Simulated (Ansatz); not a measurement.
**Thermal properties of Zn4SeS3 from its phonons**

Computed with DFT PBE, scalar-relativistic, plane waves, PAW (Ansatz). Plane waves to 420 eV; Γ-centred k mesh 8×8×8; fixed occupations. No spin polarisation. Phonons by linear response, acoustic sum rule imposed.

Relaxed structure:
```cif
data_structure
_symmetry_space_group_name_H-M 'I-42m'
_symmetry_Int_Tables_number 121
_cell_length_a 5.5159
_cell_length_b 5.5159
_cell_length_c 11.0257
_cell_angle_alpha 90.000
_cell_angle_beta 90.000
_cell_angle_gamma 90.000
_cell_volume 335.46
loop_
_atom_site_label
_atom_site_type_symbol
_atom_site_symmetry_multiplicity
_atom_site_Wyckoff_symbol
_atom_site_fract_x
_atom_site_fract_y
_atom_site_fract_z
_atom_site_occupancy
Zn1 Zn 8 i 0.75815 0.24185 0.12825 1
Se1 Se 2 b 0.50000 0.50000 0.00000 1
S1 S 4 d 0.00000 0.50000 0.25000 1
S2 S 2 a 0.00000 0.00000 0.00000 1
```

The structure comes from a generated guess, relaxed at this level; another structure or a mixture of phases may lie lower. The q mesh is coarse, so values between its points are rough. The run warned that its linear response isn't converged on this k mesh, so dielectric tensors, Born charges and infrared intensities are rough, and the frequencies may be too.

Force constants from linear response on a 2×2×2 q mesh, interpolated to a fine mesh.

Phonon density of states, in bins of 5 cm⁻¹:
| bin centre (cm⁻¹) | share of modes (%) |
| --- | --- |
| 2.5 | 0.0 |
| 7.5 | 0.0 |
| 12.5 | 0.0 |
| 17.5 | 0.0 |
| 22.5 | 0.1 |
| 27.5 | 0.1 |
| 32.5 | 0.2 |
| 37.5 | 0.2 |
| 42.5 | 0.3 |
| 47.5 | 0.5 |
| 52.5 | 0.7 |
| 57.5 | 1.0 |
| 62.5 | 2.0 |
| 67.5 | 2.6 |
| 72.5 | 3.1 |
| 77.5 | 4.7 |
| 82.5 | 4.1 |
| 87.5 | 4.6 |
| 92.5 | 3.3 |
| 97.5 | 2.7 |
| 102.5 | 3.0 |
| 107.5 | 1.3 |
| 112.5 | 0.3 |
| 117.5 | 0.2 |
| 122.5 | 0.3 |
| 127.5 | 0.3 |
| 132.5 | 0.4 |
| 137.5 | 0.4 |
| 142.5 | 0.4 |
| 147.5 | 0.5 |
| 152.5 | 0.7 |
| 157.5 | 0.8 |
| 162.5 | 1.0 |
| 167.5 | 1.4 |
| 172.5 | 2.3 |
| 177.5 | 3.4 |
| 182.5 | 1.8 |
| 187.5 | 0.8 |
| 192.5 | 0.4 |
| 197.5 | 0.2 |
| 202.5 | 1.1 |
| 207.5 | 6.5 |
| 212.5 | 3.0 |
| 217.5 | 1.8 |
| 222.5 | 0.0 |
| 227.5 | 0.0 |
| 232.5 | 0.0 |
| 237.5 | 0.0 |
| 242.5 | 0.0 |
| 247.5 | 0.0 |
| 252.5 | 0.0 |
| 257.5 | 0.0 |
| 262.5 | 0.1 |
| 267.5 | 3.0 |
| 272.5 | 5.7 |
| 277.5 | 5.6 |
| 282.5 | 6.0 |
| 287.5 | 0.4 |
| 292.5 | 0.0 |
| 297.5 | 2.7 |
| 302.5 | 6.7 |
| 307.5 | 3.0 |
| 312.5 | 2.3 |
| 317.5 | 1.9 |
| 322.5 | 0.0 |

**Question.** What is the zero-point energy per atom?

**Answer.** 35.1 meV.

**Question.** How large are the vibrational entropy and heat capacity at 300 K?

**Answer.** S = 3.86 k_B and C_V = 2.77 k_B per atom, 92 % of the Dulong–Petit value.

**Question.** Tabulate them against temperature.

**Answer.**
| T (K) | F_vib (meV/atom) | S (k_B/atom) | C_V (k_B/atom) |
| --- | --- | --- | --- |
| 100 | 30.8 | 1.29 | 1.71 |
| 200 | 13.0 | 2.78 | 2.52 |
| 300 | -15.9 | 3.86 | 2.77 |
| 400 | -52.8 | 4.67 | 2.86 |
| 500 | -95.9 | 5.32 | 2.91 |
| 600 | -144.1 | 5.85 | 2.94 |
| 700 | -196.5 | 6.30 | 2.95 |
| 800 | -252.5 | 6.70 | 2.96 |
| 900 | -311.8 | 7.05 | 2.97 |
| 1000 | -373.9 | 7.36 | 2.98 |
